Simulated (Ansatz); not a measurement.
SnS2 (rutile, P4_2/mnm), plane-wave PAW PBE (Ansatz code), all energies at zero smearing, with the estimated change up to a 700 eV cutoff added, with one set of potentials and settings (totals compare only within such a set). Cell of 6 atoms (2 Sn, 4 S): -15657.866 eV.

```
element             reference phase  E (eV/atom)
-------  --------------------------  -----------
Sn       Fd-3m, 2 atoms in the cell   -6024.2128
S        Fddd, 32 atoms in the cell    -902.0599
```

Formation energy per atom, worked out: (-15657.866 − 2×(-6024.2128) − 4×(-902.0599))/6 = -0.200 eV/atom (-19 kJ per mol of atoms), at 0 K, without zero-point energy or fitted corrections.

The cell is a constructed one: a structure type filled with these elements; neither database checked (COD, Materials Project) lists it. It is not the phase usual at ambient conditions (space group No. 164). The PBE relaxation kept the symmetry of its start; its stability against distortions is not shown here. The references are the lowest solids computed at this level, not always the standard phases. Spin–orbit coupling is left out wherever it is not named.

Potentials: the later of the program's two PAW sets.
